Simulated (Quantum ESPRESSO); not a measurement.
```cif
data_Ba3N2OZn
_chemical_formula_sum 'N2 O1 Zn1 Ba3'
_space_group_name_H-M_alt 'P 1'
_space_group_IT_number 1
_cell_length_a 4.14977
_cell_length_b 4.14977
_cell_length_c 9.29283
_cell_angle_alpha 90.000
_cell_angle_beta 90.000
_cell_angle_gamma 90.000
loop_
_space_group_symop_operation_xyz
  'x, y, z'
loop_
_atom_site_label
_atom_site_type_symbol
_atom_site_fract_x
_atom_site_fract_y
_atom_site_fract_z
_atom_site_occupancy
N1 N 0.50000 0.50000 0.80054 1
N2 N 0.50000 0.50000 0.19946 1
O1 O 0.00000 0.00000 0.50000 1
Zn1 Zn 0.50000 0.50000 0.00000 1
Ba1 Ba 0.00000 0.00000 0.21788 1
Ba2 Ba 0.00000 0.00000 0.78212 1
Ba3 Ba 0.50000 0.50000 0.50000 1
```

The geometry is that of Materials Project entry mp-545788, symmetrised and not relaxed again.

Q: What does LDA (Quantum ESPRESSO, PseudoDojo norm-conserving, 84 Ry, scalar-relativistic) give for the electronic structure near the Fermi level?

A: The LDA gap is indirect, 0.46 eV, from Z to A; the smallest direct gap is 0.48 eV. 

The structure is a Materials Project entry; no match was found in the copy of COD used, and its stability was not checked.
